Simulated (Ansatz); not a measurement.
# How the vibrations of Ni2H change with volume

The calculation used DFT LDA, scalar-relativistic, plane waves, PAW (Ansatz). Settings: 420 eV plane-wave cutoff, Γ-centred 18×18×10 mesh, Fermi-Dirac smearing of 0.15 eV. No spin polarisation. Phonons by linear response, acoustic sum rule imposed.

The cell, relaxed at this level:
```yaml
crystal:
  lattice:
    - [2.49090, 0.00000, 0.00000]
    - [-1.24545, 2.15718, 0.00000]
    - [0.00000, 0.00000, 4.11770]
  atoms:
    - { symbol: Ni, position: [0.33333, 0.66667, 0.25955] }
    - { symbol: Ni, position: [0.66667, 0.33333, 0.74045] }
    - { symbol: H, position: [0.00000, 0.00000, 0.00000] }
```

In a metal, frequencies depend on the k mesh and the smearing, soft modes most. Spin polarisation was left out, and a magnetic state may lie lower.

Cells at 0.98 and 1.02 times the equilibrium volume were relaxed in shape and atoms; γ = −d ln ν / d ln V, modes matched by rank.

Problem. Give the optical frequencies at Γ (cm⁻¹) at the three volumes and the mode Grüneisen parameters.

Solution.
| 0.98 V | V | 1.02 V | γ | degeneracy |
| --- | --- | --- | --- | --- |
| 147 | 142 | 137 | 1.88 | 2 |
| 320 | 306 | 292 | 2.23 | 1 |
| 820 | 785 | 751 | 2.20 | 2 |
| 847 | 806 | 765 | 2.53 | 1 |

Problem. What pressures hold the two strained cells, and what bulk modulus follows?

Solution. 5.16 GPa at 0.98 V and -4.59 GPa at 1.02 V, so B = −dP/d ln V ≈ 244 GPa.